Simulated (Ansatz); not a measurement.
Polymorphs of SnS2, each relaxed with plane-wave PAW PBE (Ansatz code):

A: anatase (I4_1/amd), a = 5.3176 Å, b = 5.3176 Å, c = 11.1477 Å, α = 90.00°, β = 90.00°, γ = 90.00°

B: fluorite (Fm-3m), a = b = c = 6.4940 Å, α = β = γ = 90.00°

C: Pnnm, a = 5.9001 Å, b = 6.3353 Å, c = 3.7757 Å, α = β = γ = 90.00°

D: CdI2 type (P-3m1), a = 3.702 Å, b = 3.702 Å, c = 6.983 Å, α = 90.00°, β = 90.00°, γ = 120.00°

### Question
Put the candidates in order of energy per atom at 0 K, lowest first, for PBE.

### Answer
D (+0 meV/atom), C (+162 meV/atom), A (+204 meV/atom), B (+546 meV/atom)

### Question
Give each one's gap.

### Answer
A 0.41 eV; B no gap; C 0.34 eV; D 1.54 eV.

Constructed cells (a structure type filled with these elements, in neither database checked): A; B; C. Not the usual ambient phase: A; B; C. Relaxed far from the usual cell of the phase: D. Weakly bound layers, chains or molecules computed without a dispersion correction, so cells and soft constants are ill determined: D. All cells were relaxed under the symmetry of their starts (and spin orders); stability against distortions was not tested throughout. Spin–orbit coupling is left out wherever it is not named.

Energies hold the estimated change up to a 700 eV cutoff; steps of a few meV lie near the error of the meshes.

Potentials: the later of the program's two PAW sets.
